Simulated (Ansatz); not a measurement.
CoIrPt:
```yaml
crystal:
  lattice:
    - [2.69321, 0.00000, 0.00000]
    - [-1.34660, 2.33239, 0.00000]
    - [0.00000, 0.00000, 6.57754]
  atoms:
    - { symbol: Co, position: [0.00000, 0.00000, 0.99519] }
    - { symbol: Pt, position: [0.33333, 0.66667, 0.31906] }
    - { symbol: Ir, position: [0.66667, 0.33333, 0.68575] }
```
The run is spin-polarised; directions of the spins, atom by atom: ↑ ↑ ↑.

Relaxed with r²SCAN.

### Question
Give the Bader charges and basin volumes of the independent atoms, r²SCAN (plane waves, PAW; program Ansatz).

### Answer


```tsv
atom	Bader charge (e)	Bader volume (Å³)
Co1	+0.50	10.3
Pt2	-0.28	15.7
Ir3	-0.23	15.4
```

Space group P3m1. The start of the workflow was typed in or built on a structure type; neither database checked (COD, Materials Project) lists it. Whether it is the stable phase at ambient conditions was not checked. The r²SCAN relaxation kept the symmetry of its start; its stability against distortions is not shown here. Magnetic state: ferromagnetic, chosen from 3 collinear starts compared on coarse meshes (ties went to the first, and starts can fall back to one state), not a proven ground state. Other orbital occupations within this spin state were not tried. Scalar-relativistic: spin–orbit coupling is off unless named, which matters more the heavier the elements.

Potentials: the earlier of the program's two PAW sets. The files were generated under PBE; for other functionals the program regenerates the frozen cores, and for LDA and PBEsol the local potential too.
